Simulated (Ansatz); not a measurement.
Property card for SnS2

SnS2:
```xyz
6
Lattice="-3.4193 5.1112 3.2666 3.4193 -5.1112 3.2666 3.4193 5.1112 -3.2666" Properties=species:S:1:pos:R:3 pbc="T T T"
S      2.1191     3.8465     3.2666
S      1.3002    -1.2647     3.2666
S      2.1191     6.3759     0.0000
S      1.3002     1.2647     0.0000
Sn     0.0000     0.0000     4.8999
Sn     0.0000     0.0000     1.6333
```

Space group Ibam (No. 72); conventional cell a = 6.8385 Å, b = 10.2224 Å, c = 6.5332 Å, α = β = γ = 90.00°.

Method: PBE in the plane-wave PAW code Ansatz. Geometry: relaxed at this level of theory. Other levels are named where they apply.

### Cell and energy

- Volume per atom: 38.06 Å³
- Density: 2.66 g/cm³
- Formation energy from the elements (no fitted shifts): -300 meV/atom

### Electronic structure

- Band gap = 2.28 eV (indirect)
- Valence-band maximum = off the standard path, at k = (0.312, -0.312, -0.333) in fractions of the reciprocal vectors
- Conduction-band minimum = at Γ
- Smallest direct gap on the standard path = 2.45 eV
- Electron effective mass = 0.35, 0.50, 0.66 mₑ (principal values)
- Hole effective mass = 2.9, 4.2, 6.4 mₑ (principal values)

### Mechanics

Bulk modulus (Birch–Murnaghan fit): 1.4 GPa
Pressure derivative B′: 8.3

A made-up cell: these elements were put on the sites of a structure type; neither database checked (COD, Materials Project) lists it. It is not the phase usual at ambient conditions (space group No. 164). The cell was relaxed with PBE under the symmetry of its start; its stability against distortions is not shown here. A crystal of weakly bound chains computed without a dispersion correction: the cell and the soft elastic constants depend strongly on that. The references are the lowest solids computed at this level, not always the standard phases. Scalar-relativistic: spin–orbit coupling is off unless named, which matters more the heavier the elements.

Potentials: the later of the program's two PAW sets.
